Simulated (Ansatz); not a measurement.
This Sb₅O structure is the end of a relaxation. The cell was found from a structure generator's guess, not taken from experiment.

These are results of DFT PBE, scalar-relativistic, plane waves, PAW (Ansatz 0.2.0), not measurements. Cutoff 420 eV, Γ-centred mesh, Gaussian smearing, no spin polarisation.

```
CELL_PARAMETERS angstrom
-4.76808 4.76808 2.06383
4.76808 -4.76808 2.06383
4.76808 4.76808 -2.06383
ATOMIC_POSITIONS crystal
Sb 0.50000 0.50000 0.00000
Sb 0.50000 0.82420 0.32420
Sb 0.50000 0.17580 0.67580
Sb 0.82420 0.50000 0.32420
Sb 0.17580 0.50000 0.67580
O 0.00000 0.00000 0.00000
```

Formation energies are uncorrected and refer to the elements' standard structures at the same level (O₂ as a molecule).

Q: What space group does it have?

A: I4/mmm (No. 139). Conventional cell: a = 9.536 Å, c = 4.128 Å. Around Sb on a site of symmetry 4/mmm lie 2 O at 2.06 Å and 4 Sb at 3.09 Å; Sb on a site of symmetry m2m has 5 Sb at 3.09–3.14 Å, 1 Sb at 3.35 Å and 2 O at 3.72 Å; O has 2 Sb at 2.06 Å and 8 Sb at 3.72 Å.

Q: How far does it lie from the elements in energy?

A: +0.08 eV/atom. The separate elements lie lower, so it is unstable against them.

Q: Is it a metal?

A: Yes, bands cross the Fermi level on the 10×10×10 mesh.

The last run used a 10×10×10 mesh for its 6-atom cell and Gaussian smearing of 0.10 eV. Spin–orbit coupling, which can matter for Sb, is left out. A structure relaxed within its symmetry needn't be a true minimum.
